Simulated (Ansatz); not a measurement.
A frame of Ti$_{19}$Al$_{5}$ from dynamics at 2510 K, with the forces (eV/Å) computed on a k mesh in the last three columns. Method: DFT PBE, scalar-relativistic, plane waves, PAW in Ansatz.

Cutoff 420 eV; k points 3×3×3 on the computed 24-atom cell (Γ-centred); Fermi–Dirac smearing, width 0.22 eV; no spin polarisation.

```xyz
24
Lattice="7.767 -0.129 0.232 -0.129 7.670 0.030 0.232 0.030 7.437" Properties=species:S:1:pos:R:3:forces:R:3 pbc="T T T"
Ti    6.840    3.442    1.264    1.120   -1.600    3.650
Ti    2.876    0.917    2.533    0.290    0.790    2.390
Ti    5.731    7.368    5.980    0.620   -0.300    0.920
Ti    2.755    1.854    5.214   -0.670   -0.760    1.510
Ti    0.921    5.285    1.890   -1.500    1.350   -0.840
Ti    0.455    0.734    2.076   -1.110   -0.050   -1.190
Ti    5.331    2.151    7.542   -0.430   -0.370   -0.180
Ti    2.008    2.968    1.309    0.060   -0.740   -1.230
Ti    7.683    2.259    6.580    0.530    1.090    0.100
Ti    6.328    5.646    3.508    0.150    0.050    0.290
Ti    1.889    6.406    4.248   -2.730   -0.500    0.680
Ti    4.016    6.622    4.632    0.010    0.090    0.010
Ti    0.868    7.645    6.875    1.530   -0.750    1.370
Ti    3.150    6.072    2.044    1.760   -0.170   -0.550
Ti    6.089    7.090    1.064   -0.800   -0.040    0.830
Ti    0.534    3.636    3.827   -1.020   -0.980    0.630
Ti    4.936    1.794    4.058    2.580    0.330   -0.580
Ti    2.418    4.622    6.657    0.200    0.240   -0.510
Ti    4.573    4.380    1.010   -0.470    1.170    1.170
Al    3.127    3.893    3.590    1.220    0.810    0.410
Al    7.459    5.087    7.039    0.690    1.920   -2.420
Al    0.290    0.717    4.593   -0.270    0.180   -1.710
Al    5.262    4.184    5.908   -0.210    0.150   -2.080
Al    3.565    0.357    0.300   -1.530   -1.890   -2.690
```

Static pressure 2.6 GPa (no kinetic part), no gap on the mesh.

Counting as bonded all pairs within 1.3 times the summed covalent radii:

| atom → neighbour | mean count | mean length (Å) | spread (Å) |
| --- | --- | --- | --- |
| Al → Al | 0.40 | 2.63 | 0.00 |
| Al → Ti | 10.60 | 2.97 | 0.35 |
| Ti → Al | 2.79 | 2.97 | 0.35 |
| Ti → Ti | 12.21 | 3.26 | 0.53 |

Angles between all pairs of such bonds at an atom (mean ± spread): 97 ± 34° at Al, 95 ± 35° at Ti.

Cost: 1 run of about 4.8 core-minutes, on Intel Xeon Processor @ 2.50GHz (Skylake/Cascade Lake) (shared hosts).